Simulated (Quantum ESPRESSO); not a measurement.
# HfGaAlO4F2: a curve over one atom's position

A calculation, not a measurement. The program is pw.x of Quantum ESPRESSO 7.5 (plane-wave density functional theory). The cell is made up: 9 atoms on a corundum lattice with one site empty, with randomly drawn elements, strain and displacements, not relaxed. PseudoDojo standard norm-conserving files (v0.5 for PBE, v0.4.1 for LDA and PBEsol) set the functional; there is no spin polarisation, spin-orbit coupling or dispersion term, and the masses in the input are unused placeholders.

The hafnium pseudopotential is less sure than the others, with forces about 3 percent (worst 6) and pressure in oxides about 1.5 GPa (worst 2.7) from a second method in checks, which no rerun with the same files tests.

Seven runs move atom 1 (Hf, counted in the order of the input) along x and keep all else fixed.

Input of the run at +0.0007:

```
&control calculation='scf', pseudo_dir='./dojo.nc.sr.pbe.v0_5.standard.upf', outdir='./o', disk_io='medium', tprnfor=.true., tstress=.true. /
&system ibrav=0, nat=9, ntyp=5, nbnd=39, ecutwfc=84.00895049, nosym=.true., tot_charge=0,
 occupations='smearing', smearing='fd', degauss=0.0018374661
/
&electrons conv_thr=7.350e-09, electron_maxstep=60, /
ATOMIC_SPECIES
Al 1.0 Al.upf
F 1.0 F.upf
Ga 1.0 Ga.upf
Hf 1.0 Hf.upf
O 1.0 O.upf
CELL_PARAMETERS angstrom
2.5321 1.4785 4.6201
-2.4242 1.4585 4.5667
0.0366 -2.878 4.5745
ATOMIC_POSITIONS angstrom
Hf 0.1113 0.1658 2.115
Ga 0.1538 0.0466 9.0039
Al 0.119 0.0359 11.6271
O -0.7916 1.5929 8.027
O -0.8174 -1.6031 8.0775
O 1.8388 0.1226 7.9117
F 1.0863 -1.3125 5.8544
F 0.7764 1.5978 5.6082
O -1.6606 0.0871 5.7087
K_POINTS automatic
5 5 5 1 1 1
```

| shift of atom 1 along x (Å) | free energy less that of the input shown (eV) | Fx on atom 1 (eV/Å) | Fy on atom 1 (eV/Å) | Fz on atom 1 (eV/Å) | pressure (GPa) | next band up at Gamma (eV) | iterations |
| --- | --- | --- | --- | --- | --- | --- | --- |
| -0.1385 | -0.0478 | 1.482 | -4.453 | 3.053 | 7.19 | 2.800 | 13 |
| -0.1011 | -0.0850 | 0.504 | -4.581 | 3.321 | 7.30 | 2.811 | 13 |
| +0.0007 | 0.0000 | -2.187 | -5.135 | 4.100 | 8.30 | 2.803 | 13 |
| +0.0190 | 0.0445 | -2.682 | -5.268 | 4.236 | 8.60 | 2.796 | 13 |
| +0.0432 | 0.1175 | -3.345 | -5.460 | 4.410 | 9.03 | 2.785 | 13 |
| +0.0816 | 0.2664 | -4.419 | -5.801 | 4.664 | 9.84 | 2.762 | 13 |

Question: one run is left out of the table, at -0.0186. Estimate its Fx on atom 1 (eV/Å).

Answer: -1.669. The whole row:

| shift of atom 1 along x (Å) | free energy less that of the input shown (eV) | Fx on atom 1 (eV/Å) | Fy on atom 1 (eV/Å) | Fz on atom 1 (eV/Å) | pressure (GPa) | next band up at Gamma (eV) | iterations |
| --- | --- | --- | --- | --- | --- | --- | --- |
| -0.0186 | -0.0372 | -1.669 | -5.006 | 3.953 | 8.03 | 2.808 | 13 |

A cubic fit gives dFx/dx = -26.91 eV/Å² at zero shift. Across the table the free energy follows the integral of the force to within 0.1 meV. A rerun of one of the cells at 1437 eV and a 7 x 7 x 7 mesh moved values by no more than 0.003 eV in energy, 0.03 GPa in stress and 0.002 eV/Å in force. The band column is the level of band 34 at Gamma less that of band 33, whose number is half the electron count, rounded up; it comes from a band step after each run.